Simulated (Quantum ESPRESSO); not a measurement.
## LiPtMo3Ru2V (input and log of a self-consistent run)

A calculation, not a measurement. The program is pw.x of Quantum ESPRESSO 7.5 (plane-wave density functional theory). The cell is made up: eight metal atoms on a hexagonal close-packed lattice, with elements, volume, strain and displacements drawn at random and not relaxed, so it may be unstable or far from any real phase. PseudoDojo standard norm-conserving files set the functional (PBE unless stated); there is no spin polarisation or spin-orbit coupling, the Fermi-Dirac width of 0.25 eV means electrons at about 2900 K, and the masses in the input are unused placeholders. Heavy elements are run without spin-orbit coupling, which real alloys of them have. A spin test at this wide smearing found no moment, but such smearing suppresses magnetism that the real alloy may have.

Input:

```
&control calculation='scf', pseudo_dir='./dojo.nc.sr.pbe.v0_5.standard.upf', outdir='./o', disk_io='minimal', tprnfor=.true., tstress=.true. /
&system ibrav=0, nat=8, ntyp=5, nbnd=71, ecutwfc=84.00895049, nosym=.true., tot_charge=0,
 occupations='smearing', smearing='fd', degauss=0.0183746611
/
&electrons conv_thr=1.470e-08, electron_maxstep=70, mixing_beta=0.5 /
ATOMIC_SPECIES
Li 1.0 Li.upf
Mo 1.0 Mo.upf
Pt 1.0 Pt.upf
Ru 1.0 Ru.upf
V 1.0 V.upf
CELL_PARAMETERS angstrom
2.8151 0.0 0.0
1.4075 -2.4379 -4.4359
1.4075 7.3137 -4.4359
ATOMIC_POSITIONS angstrom
Li -0.0485 0.0278 -0.0151
Pt 1.4272 2.4772 -4.5009
Mo 1.4366 -0.8347 -2.2083
Mo 2.8303 1.6064 -6.6598
Ru 2.7671 4.9322 -4.3959
V 2.8335 -0.0076 -4.4614
Ru 2.8214 1.6272 -2.239
Mo 4.1992 4.0979 -6.6754
K_POINTS automatic
9 5 3 1 1 1
```

The log is shortened where brackets say so; the opening notice, blank lines, dates and the lines on written files are dropped, and the path of the files is cut. It prints rydbergs, bohrs and kilobars, and counts compression as positive stress. Its total energy is the free energy E - TS of the whole cell.

```
     Program PWSCF v.7.5
     Parallel version (MPI & OpenMP), running on       4 processor cores
     Number of MPI processes:                 4
     Threads/MPI process:                     1
     [start-up lines left out]
     bravais-lattice index     =            0
     lattice parameter (alat)  =       5.3198  a.u.
     unit-cell volume          =     821.7658 (a.u.)^3
     number of atoms/cell      =            8
     number of atomic types    =            5
     number of electrons       =       108.00
     number of Kohn-Sham states=           71
     kinetic-energy cutoff     =      84.0090  Ry
     charge density cutoff     =     336.0358  Ry
     scf convergence threshold =      1.5E-08
     mixing beta               =       0.5000
     number of iterations used =            8  plain     mixing
     Exchange-correlation= PBE
                           (   1   4   3   4   0   0   0)
     [axes and pseudopotential details left out]
   Cartesian axes
     site n.     atom                  positions (alat units)
         1        Li     tau(   1) = (  -0.0172285   0.0098753  -0.0053639  )
         2        Pt     tau(   2) = (   0.5069802   0.8799687  -1.5988420  )
         3        Mo     tau(   3) = (   0.5103193  -0.2965081  -0.7844482  )
         4        Mo     tau(   4) = (   1.0053995   0.5706369  -2.3657419  )
         5        Ru     tau(   5) = (   0.9829491   1.7520514  -1.5615431  )
         6        V      tau(   6) = (   1.0065362  -0.0026997  -1.5848105  )
         7        Ru     tau(   7) = (   1.0022379   0.5780256  -0.7953536  )
         8        Mo     tau(   8) = (   1.4916699   1.4556854  -2.3712834  )
     number of k points=    68  Fermi-Dirac smearing, width (Ry)=  0.0184
                       cart. coord. in units 2pi/alat
        k(    1) = (   0.0555556   0.0192454  -0.0564111), wk =   0.0296296
        k(    2) = (   0.0555556  -0.1732085   0.0493585), wk =   0.0296296
     [further k points left out]
     Dense  grid:    85459 G-vectors     FFT dimensions: (  32,  60,  96)
     Estimated max dynamical RAM per process >     356.16 MB
     Estimated total dynamical RAM >       1.33 GB
     Initial potential from superposition of free atoms
     starting charge     107.9884, renormalised to     108.0000
     Starting wfcs are   72 randomized atomic wfcs
     total cpu time spent up to now is        7.8 secs
     per-process dynamical memory:   286.1 Mb
     Self-consistent Calculation
     iteration #  1     ecut=    84.01 Ry     beta= 0.50
     Davidson diagonalization with overlap
     ethr =  1.00E-02,  avg # of iterations =  5.3
     total cpu time spent up to now is       24.8 secs
     total energy              =   -1244.92343629 Ry
     estimated scf accuracy    <       6.81857849 Ry
     iteration #  2     ecut=    84.01 Ry     beta= 0.50
     Davidson diagonalization with overlap
     ethr =  6.31E-03,  avg # of iterations =  4.6
     total cpu time spent up to now is       43.1 secs
     total energy              =   -1242.74293581 Ry
     estimated scf accuracy    <     130.09510806 Ry
     iteration #  3     ecut=    84.01 Ry     beta= 0.50
     Davidson diagonalization with overlap
     ethr =  6.31E-03,  avg # of iterations =  5.0
     total cpu time spent up to now is       59.3 secs
     total energy              =   -1248.00976413 Ry
     estimated scf accuracy    <      29.60863750 Ry
     iteration #  4     ecut=    84.01 Ry     beta= 0.50
     Davidson diagonalization with overlap
     ethr =  6.31E-03,  avg # of iterations =  2.3
     total cpu time spent up to now is       72.4 secs
     total energy              =   -1249.32675330 Ry
     estimated scf accuracy    <       8.01661101 Ry
     iteration #  5     ecut=    84.01 Ry     beta= 0.50
     Davidson diagonalization with overlap
     ethr =  6.31E-03,  avg # of iterations =  1.0
     total cpu time spent up to now is       84.0 secs
     total energy              =   -1249.37200436 Ry
     estimated scf accuracy    <       4.97241873 Ry
     [iterations 6 to 19 left out]
     iteration # 20     ecut=    84.01 Ry     beta= 0.50
     Davidson diagonalization with overlap
     ethr =  2.55E-09,  avg # of iterations =  2.0
     total cpu time spent up to now is      276.1 secs
     total energy              =   -1249.18479265 Ry
     estimated scf accuracy    <       0.00000041 Ry
     iteration # 21     ecut=    84.01 Ry     beta= 0.50
     Davidson diagonalization with overlap
     ethr =  3.79E-10,  avg # of iterations =  1.2
     total cpu time spent up to now is      287.9 secs
     total energy              =   -1249.18479268 Ry
     estimated scf accuracy    <       0.00000008 Ry
     iteration # 22     ecut=    84.01 Ry     beta= 0.50
     Davidson diagonalization with overlap
     ethr =  7.50E-11,  avg # of iterations =  2.0
     total cpu time spent up to now is      300.1 secs
     total energy              =   -1249.18479269 Ry
     estimated scf accuracy    <       0.00000006 Ry
     iteration # 23     ecut=    84.01 Ry     beta= 0.50
     Davidson diagonalization with overlap
     ethr =  5.85E-11,  avg # of iterations =  1.0
     total cpu time spent up to now is      311.4 secs
     total energy              =   -1249.18479269 Ry
     estimated scf accuracy    <       0.00000004 Ry
     iteration # 24     ecut=    84.01 Ry     beta= 0.50
     Davidson diagonalization with overlap
     ethr =  4.00E-11,  avg # of iterations =  1.0
     total cpu time spent up to now is      322.8 secs
     End of self-consistent calculation
     [lines on levels left out]
!    total energy              =   -1249.18479269 Ry
     estimated scf accuracy    <          1.4E-09 Ry
     smearing contrib. (-TS)   =      -0.13157716 Ry
     internal energy E=F+TS    =   -1249.05321553 Ry
     The total energy is F=E-TS. E is the sum of the following terms:
     one-electron contribution =    -384.22292714 Ry
     hartree contribution      =     248.79428618 Ry
     xc contribution           =    -203.63491790 Ry
     ewald contribution        =    -909.98965667 Ry
     convergence has been achieved in  24 iterations
     Forces acting on atoms (cartesian axes, Ry/au):
     atom    1 type  1   force =     0.00430206   -0.00312659   -0.00439167
     atom    2 type  3   force =    -0.00561164   -0.02180883    0.01837624
     atom    3 type  2   force =    -0.00077862    0.03009863   -0.00906494
     atom    4 type  2   force =    -0.00318664   -0.01552878   -0.01867325
     atom    5 type  4   force =     0.00670506    0.00288311   -0.00372283
     atom    6 type  5   force =    -0.00263089    0.01717579   -0.01081628
     atom    7 type  4   force =     0.00123285   -0.01395767    0.01656799
     atom    8 type  2   force =    -0.00003218    0.00426434    0.01172473
     Total force =     0.059947     Total SCF correction =     0.000277
     Computing stress (Cartesian axis) and pressure
          total   stress  (Ry/bohr**3)                   (kbar)     P=      -63.83
  -0.00056650   0.00005504  -0.00000060          -83.33        8.10       -0.09
   0.00005504  -0.00054933   0.00001423            8.10      -80.81        2.09
  -0.00000060   0.00001423  -0.00018598           -0.09        2.09      -27.36
     init_run     :      5.86s CPU      6.06s WALL (       1 calls)
     electrons    :    307.96s CPU    315.04s WALL (       1 calls)
     forces       :      1.79s CPU      1.81s WALL (       1 calls)
     stress       :      6.21s CPU      6.21s WALL (       1 calls)
     [timing details left out]
     PWSCF        :   5m23.57s CPU   5m30.93s WALL
     JOB DONE.
```

In other units: free energy -16996.025 eV for the cell, pressure -6.38 GPa, largest force component 0.774 eV/Å in size. The run took 333 s of wall time with four MPI processes on a shared machine (Intel Xeon, 2023 or later, virtual cores), so the time is rough. A rerun of this cell at a higher cutoff and on a denser mesh moved values by no more than 0.005 eV in energy, 0.04 GPa in stress and 0.012 eV/Å in force, and a second program with other atomic files agreed on that cell to 2 % rms in force and 0.5 GPa in pressure.